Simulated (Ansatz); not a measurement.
Input file for Ansatz (a program for electronic structure):

Ansatz 0.2 input:
```yaml
crystal:
  lattice:
    - [2.3801591862, 1.3741855468, 3.1812363336]
    - [-2.3801591862, 1.3741855468, 3.1812363336]
    - [0.0, -2.7483710937, 3.1812363336]
  atoms:
    - { symbol: Bi, position: [0.5, 0.5, 0.5] }
    - { symbol: Te, position: [0.0, 0.0, 0.0] }
kpoints:
  mp_grid: { grid: [11, 11, 11] }
hamiltonian:
  xc: lda
  pseudopotentials: { kind: paw }
scf:
  occupations: { method: fermi_dirac, width: 0.1 }
phonons:
  method: dfpt
  response_accuracy: low
  eigenvectors: true
  rigid_motions: translations
```

Output (shortened):

```
zone centre: on kpoints.mp_grid the ground state, and the responses unless they are solved on pairs of k-points, stand on 366 of the mesh's 1331 k-points, …
Pseudopotentials: kind: paw
Pseudopotential: Bi, paw, valence charge 15
Pseudopotential: Te, paw, valence charge 16
Functional definition: SPW92
Crystal: 2 atoms, lattice volume = 62.431 Å³
Basis set: ecut = 420 eV, 1187 PW (Γ), exchange–correlation on 60×60×60 points (8 copies of the dense FFT grid, shifted against one another)
Bands: 20, of which v1, the nominal top of the filled ones, is band 16 counted from 1 (15 counted from 0)
Symmetry: 12 space group operations
k-points: 366 of 1331 (irreducible under 2 space group operations, time reversal used)
PAW frozen core: Bi, regenerated for the run's functional, and the local potential with it
PAW frozen core: Te, regenerated for the run's functional, and the local potential with it
Initial wavefunctions: pseudopotential atomic-orbital guess
Eigensolver: davidson
Functional: x = slater, c = lda
SCF iter   1: F=—  HF=-18913.256273 eV  |F-HF|=—  |Δ(HF+E_count)|=         —  Δρ=3.99e-3  dr2=5.10e-3  ethr=1.77e-3  ⟨swp⟩=6.2  Hψ=37500  notcnv=0
all-band conjugate gradients solve this SCF's bands
preconditioner: auto → Kerker (q_TF=auto, 2.428 Å⁻¹)
SCF iter   2: F=—  HF=-18913.253070 eV  |F-HF|=—  |Δ(HF+E_count)|=   3.20e-3  Δρ=2.46e-3  dr2=1.99e-3  ethr=1.65e-5  ⟨swp⟩=2.0  Hψ=12660  notcnv=0
SCF iter   3: F=—  HF=-18913.252542 eV  |F-HF|=—  |Δ(HF+E_count)|=   5.28e-4  Δρ=6.58e-4  dr2=2.27e-4  ethr=6.41e-6  ⟨swp⟩=2.0  Hψ=11802  notcnv=0
SCF iter   4: F=—  HF=-18913.252419 eV  |F-HF|=—  |Δ(HF+E_count)|=   1.23e-4  Δρ=3.30e-4  dr2=7.67e-5  ethr=7.33e-7  ⟨swp⟩=2.0  Hψ=12257  notcnv=0
SCF iter   5: F=—  HF=-18913.252387 eV  |F-HF|=—  |Δ(HF+E_count)|=   3.23e-5  Δρ=1.53e-4  dr2=1.25e-5  ethr=2.47e-7  ⟨swp⟩=3.0  Hψ=13412  notcnv=0
SCF iter   6: F=—  HF=-18913.252385 eV  |F-HF|=—  |Δ(HF+E_count)|=   1.97e-6  Δρ=3.56e-5  dr2=7.57e-7  ethr=4.02e-8  ⟨swp⟩=2.0  Hψ=12984  notcnv=0
SCF iter   7: F=—  HF=-18913.252382 eV  |F-HF|=—  |Δ(HF+E_count)|=   2.75e-6  Δρ=5.36e-6  dr2=2.11e-8  ethr=2.44e-9  ⟨swp⟩=2.0  Hψ=13088  notcnv=0
SCF iter   8: F=—  HF=-18913.252382 eV  |F-HF|=—  |Δ(HF+E_count)|=   1.94e-9  Δρ=3.07e-6  dr2=3.77e-9  ethr=6.80e-11  ⟨swp⟩=2.0  Hψ=13171  notcnv=0
SCF iter  10: F=-18913.252382 eV  HF=-18913.252382 eV  |F-HF|=1.46e-11  |Δ(HF+E_count)|=  4.58e-10  Δρ=1.19e-7  dr2=5.56e-12  ethr=1.00e-12  ⟨swp⟩=5.7  Hψ=42865  notcnv=0
SCF 1 converged in 10 iterations: F = -18913.252382 eV  dr2 = 5.56e-12
DFPT response loops at Γ: preconditioner auto → Kerker (q_TF=auto, 2.428 Å⁻¹) (partly filled bands, converged f_vac=0.000) …
SCF converged after 10 iterations
Free energy (F): -18913.252382 eV
Harris-Foulkes:  -18913.252382 eV  (|F-HF|=1.46e-11)
Internal energy: -18913.216492 eV  (E = F + TS)
E sigma→0 (E₀):  -18913.234437 eV
Entropy (-TS):   -0.035890 eV (-17.945 meV/atom)
Fermi energy:    10.694279 eV
--- Per-component energies (eV) ---
  E_band       = -337.021524
  E_kinetic    = 485.644629
  E_local      = -2624.665951  (includes V_loc(G=0)·N_el)
  E_nonlocal   = 259.401854
  E_hartree    = 1232.280077
  E_xc         = -275.407322
  E_vxc        = -250.790397  (∫ρ·V_xc dr)
  E_paw        = -14862.472016  (= ΣΔE_a)
  E_vpaw       = -671.171248  (= ΣTr[D̂ρ^β])
  E_aug_tail   = -0.000705  (compensation charges beyond the density's cutoff)
  E_ewald      = -3128.670836
  E_core_change = 0.673776  (= ΣΔE_core)
  E_smearing   = -0.035890  (= −TS)
  E_closure    = 0.000000  (closes the sum)
  Σ components = -18913.252382   (vs F -18913.252382, Δ=0.00e0)
  [band-id]    e_kinetic+e_local+e_nonlocal+2·e_hartree+e_vxc+e_vpaw+e_augmentation_tail = -337.021662   (vs E_band -337.021524, Δ=-1.39e-4)
--- Band table (eV; the first three rows and the last of 366) ---
  k-point 0: bands = ["-26.4936", "-26.4936", "-26.4537", "-26.4537", "-26.4351", "-12.4051", "-12.4051", "-12.3931", "-12.3931", "-12.3679", "-3.3283", "2.5696", "7.5638", "7.5638", "9.1179", "12.7366", "13.4648", "13.4648", "14.6452", "14.6452"]
  k-point 1: bands = ["-26.4936", "-26.4936", "-26.4537", "-26.4536", "-26.4351", "-12.4052", "-12.4051", "-12.3937", "-12.3921", "-12.3677", "-3.2516", "2.3435", "7.6174", "7.7129", "9.0664", "12.4376", "13.1054", "13.1706", "14.7676", "14.9468"]
  k-point 2: bands = ["-26.4935", "-26.4935", "-26.4537", "-26.4532", "-26.4351", "-12.4057", "-12.4053", "-12.3950", "-12.3894", "-12.3672", "-3.0225", "1.7542", "7.7775", "8.0681", "8.9951", "11.7314", "12.3255", "12.6351", "15.1145", "15.5098"]
  k-point 365: bands = ["-26.4936", "-26.4936", "-26.4516", "-26.4516", "-26.4353", "-12.4181", "-12.4172", "-12.3727", "-12.3694", "-12.3692", "-0.8001", "-0.3619", "7.1786", "7.8557", "7.9814", "9.3837", "9.5987", "10.3760", "18.5313", "19.2499"]
  band table: 20 of 20 bands, residual norms ≤ 1.0e-3 eV
--- Phonons (Γ-DFPT): 4 representative perturbations + reference, on 366 of 1331 k-points (Σ response iterations 10) ---
  k mesh reduced under 2 symmetry operations, with k and −k counted as one. Each operation leaves every solved perturbation unchanged …
  ASR residual: 1.010e-3 → 0.000e0 eV/Å²; symmetrization residual: 2.789e-4 eV/Å²
  ASR residual per site (eV/Å²): 1.01e-3 1.59e-4
  Γ frequencies (cm⁻¹): 0.00 0.00 0.00 74.72 97.88 97.88
  non-analytic LO–TO correction: not included (Born effective charges unavailable; polar crystals: no LO–TO splitting at Γ)
```

Cost: about 5 core-minutes (a rough figure) on shared cores.

Space group R-3m. The workflow started from a Materials Project entry (that database holds measured and hypothetical structures alike); the Crystallography Open Database copy checked does not list it. COD files the formula under space group No. 164, 225. Its standing as an ambient phase is unchecked. Symmetry was held in the LDA relaxation; whether a distortion lowers the energy is not shown. With an odd number of electrons in the cell and no spin polarisation, the count alone makes it a metal. As this level gives no gap, phonon frequencies hold no LO–TO term and depend on the k-mesh and smearing (Fermi–Dirac, 0.1 eV here). Spin–orbit coupling is left out wherever it is not named.

Potentials: the later of the program's two PAW sets.

Ansatz is a plane-wave DFT program.
